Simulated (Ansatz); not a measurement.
## Structure types of Ga compared at 230 GPa

Structure types of Ga are relaxed in primitive cells with their symmetry kept at 230 GPa, first on PAW files, then by LAPW. The enthalpy is E + pV at zero temperature, without zero-point motion. Only the types listed were tried, and differences under about 5 meV/atom are mesh noise. Not among the end structures: fcc, which may lie lower.

All numbers are PBEsol results (scalar-relativistic) from Ansatz 0.2.0, with Fermi–Dirac smearing of 0.05 eV, no spin polarisation. Methods: LAPW: all electrons, basis error target 0.5 meV/atom; PAW: frozen-core files, cutoff 420 eV.

k meshes: bcc 20×20×20, hcp 18×18×10, beta tin 19×19×19, omega 10×10×13, sc 18×18×18.

The PAW files were made under PBE.

```tsv
start type	ends as	a, b, c (Å)	V (Å³/atom)	H − H(lowest), LAPW (meV/atom)
bcc	bcc, Im-3m	2.603, 2.603, 2.603	8.82	125.6
hcp	hcp, P6_3/mmc	2.296, 2.296, 3.839	8.77	0.0
beta tin	beta tin, I4_1/amd	4.108, 4.108, 2.152	9.08	608.8
omega	omega, P6/mmm	3.714, 3.714, 2.221	8.84	?
sc	sc, Pm-3m	2.095, 2.095, 2.095	9.20	?
```

Q: What belongs in the row "sc", column "H − H(lowest), LAPW (meV/atom)"?

A: 864.6.

Q: What belongs in the row "omega", column "H − H(lowest), LAPW (meV/atom)"?

A: 171.1.

Q: Split the lead of hcp over bcc into energy and pV.

A: For bcc less hcp: ΔE = +52.8 meV/atom, and p·ΔV = 230 GPa × +0.0507 Å³ × 6.242 meV/(GPa·Å³) = +72.7 meV/atom, together 125.5 meV/atom. hcp wins on both counts.
